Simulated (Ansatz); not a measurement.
PbSe (rock salt)

```
CELL_PARAMETERS angstrom
      0.00000     3.10888     3.10888
      3.10888     0.00000     3.10888
      3.10888     3.10888     0.00000
ATOMIC_POSITIONS crystal
  Se 0.00000 0.00000 0.00000
  Pb 0.50000 0.50000 0.50000
```

The slice is a {100} plane (indices of the conventional cell) through the point (0.500, 0.500, 0.500) (fractional), spanned by u = [100] and v = [0 1 -1] in vectors of this cell: u (4.40 Å) and v (4.40 Å, at 90° to u). It covers one period; positions are fractions (u, v).

These are PBE (plane waves to 420 eV, PAW, scalar-relativistic; Ansatz, a first-principles code) values and carry that method's errors. k mesh 9×9×9. These are valence fields of a PAW run, semicore shells included where kept as valence: close to a nucleus they are smooth pseudo fields. PbSe was relaxed with its symmetry unable to fall. Spin-orbit coupling is left out, though Pb is heavy.

Question: Around which element is the density of the highest valence band (whole band, smooth part) largest on this plane?

Answer: Se. Mean over a disc round each atom, of radius 0.45 times the shortest bond: Se 0.113, Pb 0.038 e/Å³.

Question: What is the valence density on the shortest Se–Pb line in this plane (3.11 Å), at its midpoint?

Answer: 0.20 e/Å³.

Question: What is the ELF at the midpoint of the shortest Se–Pb line in this plane (3.11 Å)?

Answer: 0.28.

Question: Predict the map of the electrostatic potential energy of an electron, from the cell's mean on the slice.

Answer: 
```
|xxxxxxxxxxxx00225577999999999977552200xxxxxxxxxx|
|xxxxxxxxxxxx00336688999999999988663300xxxxxxxxxx|
|xxxxxxxxxx000044668899999999998866440000xxxxxxxx|
|xxxxxxxx0000225577888888888888887755220000xxxxxx|
|xxxxxx00002255667777777766777777776655220000xxxx|
|000000002255666666553322112233556666665522000000|
|11223344556666663300xxxxxxxxxx003366666655443322|
|555566667777663300xxxxxxxxxxxxxx0033667777666655|
|7777888888775500xxxxxxxxxxxxxxxxxx00557788888877|
|99999999887733xxxxxxxxxxxxxxxxxxxxxx337788999999|
|99999999887722xxxxxxxxxxxxxxxxxxxxxx227788999999|
|99999999886611xxxxxxxxxxxxxxxxxxxxxx116688999999|
|99999999887722xxxxxxxxxxxxxxxxxxxxxx227788999999|
|99999999887733xxxxxxxxxxxxxxxxxxxxxx337788999999|
|7777888888775500xxxxxxxxxxxxxxxxxx00557788888877|
|555566667777663300xxxxxxxxxxxxxx0033667777666655|
|11223344556666663300xxxxxxxxxx003366666655443322|
|000000002255666666553322112233556666665522000000|
|xxxxxx00002255667777777766777777776655220000xxxx|
|xxxxxxxx0000225577888888888888887755220000xxxxxx|
|xxxxxxxxxx000044668899999999998866440000xxxxxxxx|
|xxxxxxxxxxxx00336688999999999988663300xxxxxxxxxx|
|xxxxxxxxxxxx00225577999999999977552200xxxxxxxxxx|
|xxxxxxxxxxxx00225577999999999977552200xxxxxxxxxx|
```
Scale: ten equal steps from -2.00 (start of '0') to 6.22 (end of '9'), in the order '0123456789'. Values: electrostatic potential energy of an electron, from the cell's mean, in eV. The map has 24 points along u (two characters each, u = 0 at the left) and 24 along v (v = 0 in the bottom row). Points within 1 Å of a nucleus are blanked (x), as the pseudised field means little there. Values under -2 eV are set to -2. The zero, the cell's mean, hangs on the PAW cores.
